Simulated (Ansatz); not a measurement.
CaPbF$_{6}$ (space group Fm-3m)

```yaml
crystal:
  lattice:
    - [0.00000, 4.31102, 4.31102]
    - [4.31102, 0.00000, 4.31102]
    - [4.31102, 4.31102, 0.00000]
  atoms:
    - { symbol: Ca, position: [0.50000, 0.50000, 0.50000] }
    - { symbol: Pb, position: [0.00000, 0.00000, 0.00000] }
    - { symbol: F, position: [0.76028, 0.76028, 0.23972] }
    - { symbol: F, position: [0.23972, 0.23972, 0.76028] }
    - { symbol: F, position: [0.23972, 0.76028, 0.76028] }
    - { symbol: F, position: [0.76028, 0.23972, 0.23972] }
    - { symbol: F, position: [0.76028, 0.23972, 0.76028] }
    - { symbol: F, position: [0.23972, 0.76028, 0.23972] }
```

The slice is a {100} plane (indices of the conventional cell) through the point (0.000, 0.000, 0.000) (fractional), spanned by u = [100] and v = [0 1 -1] in vectors of this cell: u (6.10 Å) and v (6.10 Å, at 90° to u). It covers one period; positions are fractions (u, v).

These are r2SCAN (plane waves to 500 eV, PAW, scalar-relativistic; Ansatz, a program for electronic structure) values and carry that method's errors. k mesh 7×7×7. Near the nuclei the fields are pseudised (PAW); where an atom keeps semicore shells as valence, they peak there. CaPbF6 was relaxed with its symmetry unable to fall. Spin-orbit coupling is left out, though Pb is heavy.

What is the valence density on the shortest Pb–F line in this plane (2.07 Å), at its minimum between the atoms?

0.68 e/Å³.

What is the ELF at the density minimum of the shortest Pb–F line in this plane (2.07 Å)?

0.2.

Sketch the electrostatic potential energy of an electron, from the cell's mean on this plane as a map.


```
|xxxxx0047899999999987400xxxx|
|xxxx001578999999999875100xxx|
|xxx00xxxx89999999998xxxx00xx|
|xx00xxxxxx899999998xxxxxx00x|
|000xxxxxxxx8988898xxxxxxxx00|
|001xxxxxxxx7877787xxxxxxxx10|
|444xxxxxxxx6665666xxxxxxxx44|
|677xxxxxxxx4432344xxxxxxxx77|
|8888xxxxxxx1000001xxxxxxx888|
|99998xxxxx000xxx000xxxxx8999|
|999998764100xxxxx00146789999|
|99999986300xxxxxxx0036899999|
|9999987630xxxxxxxxx036789999|
|9999987520xxxxxxxxx025789999|
|9999987630xxxxxxxxx036789999|
|99999986300xxxxxxx0036899999|
|999998764100xxxxx00146789999|
|99998xxxxx000xxx000xxxxx8999|
|8888xxxxxxx1000001xxxxxxx888|
|677xxxxxxxx4432344xxxxxxxx77|
|444xxxxxxxx6665666xxxxxxxx44|
|001xxxxxxxx7877787xxxxxxxx10|
|000xxxxxxxx8988898xxxxxxxx00|
|xx00xxxxxx899999998xxxxxx00x|
|xxx00xxxx89999999998xxxx00xx|
|xxxx001578999999999875100xxx|
|xxxxx0047899999999987400xxxx|
|xxxxx0047899999999987400xxxx|
```
Scale: ten equal steps from -3.00 (start of '0') to 5.64 (end of '9'), in the order '0123456789'. Values: electrostatic potential energy of an electron, from the cell's mean, in eV. The map has 28 points along u (one character each, u = 0 at the left) and 28 along v (v = 0 in the bottom row). Points within 0.9 Å of a nucleus are blanked (x), as the pseudised field means little there. Values under -3 eV are set to -3. The zero, the cell's mean, hangs on the PAW cores.
